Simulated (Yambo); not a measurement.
Yambo run on CdZnS2 (space group P3m1, No. 156). The wavefunctions are PBEsol (pw.x of Quantum ESPRESSO, ONCV potentials, scalar-relativistic) ones on a 3×3×2 mesh (26 occupied bands); a = b = 3.9357 Å, c = 6.5185 Å, α = β = 90.00°, γ = 120.00°.

Yambo input:

```
rim_cut
gw0
dyson
el_el_corr
HF_and_locXC
ppa
em1d
RandQpts= 1000000
RandGvec= 1 Ry
EXXRLvcs= 102 Ry
VXCRLvcs= 408 Ry
Chimod= "HARTREE"
% BndsRnXp
 9 | 179 |
%
NGsBlkXp= 8 Ry
% LongDrXp
 1.0 | 1.0 | 1.0 |
%
PPAPntXp= 27.2114 eV
% GbndRnge
 1 | 116 |
%
GTermKind= "BG"
DysSolver= "n"
ExtendOut
% QPkrange
 1 | 1 | 26 | 27 |
%
```

k points by index: 1 = Γ.

Resulting energies as the program prints them:

```
#    K-point    Band    Eo [eV]    E [eV]    E-Eo [eV]    Vxc [eV]    Vnlxc [eV]    Sc|Eo [eV]    Sc|E [eV]    dSc/dw|Eo [eV]    Re(Z)    Im(Z)
#
    1    26    0.000000    -0.840344    -0.840344    -15.63933    -18.85049    2.142350    2.370817    -7.397127    0.786260    -0.001380
    1    27    1.329626    1.695618    0.365992    -11.28560    -6.975356    -3.859484    -3.944252    -6.300622    0.811987    -0.001265
```
(The two width columns are left out.) Convergence of these settings isn't established.

Spin-orbit coupling is not included.

Geometry relaxed with PBEsol.

The structure is a Materials Project entry; no match was found in the copy of COD used, and its stability was not checked.
